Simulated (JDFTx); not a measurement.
System: Mg(1 1 -2 1) (P6_3/mmc bulk; lattice of mp-153, not re-optimised at this level), 1x1 cell of 12 atoms in 12 planes, area 29.56 Å² a face, 8.2 Å between the outermost planes in a cell 24.3 Å high; k mesh 4×4×1, Fermi width 0.01 Ha, no spin polarisation.

Method: PBE, GBRV ultrasoft potentials, plane waves to 20/100 Ha, in a modified build of JDFTx. Liquid: CANDLE, acetonitrile, 1 M NaF. Between zero charge and 0.58 V from it the run gives σ = 16.7 μC/cm², a mean capacitance of 29.0 μF/cm². The liquid has ε = 38.8, a 1:1 salt at 1 M with linear (Debye) response, and T = 298 K.

Working it through: the Debye length, the diffuse-layer capacitance, and the inner capacitance that is left when the two stand in series.

Each ion has density c = 1 × 6.022×10⁻⁴ = 6.022e-04 Å⁻³. λ² = ε kT / (8π (e²/4πε₀) c) with kT = 0.02568 eV and e²/4πε₀ = 14.40 eV Å gives λ = 2.14 Å; the log prints 2.14 Å. C_diffuse = ε₀ε/λ = 161 μF/cm². Then 1/C_inner = 1/29.0 − 1/161, so C_inner = 35.3 μF/cm², which equals a vacuum gap of ε₀/C_inner = 0.25 Å. The diffuse layer takes 18 % of the potential drop; the rest lies between the electrode's charge and the onset of the dielectric, with the electrode's own (quantum) capacitance in it. The split is a model: in the calculation solvent and ions share one smooth cavity.
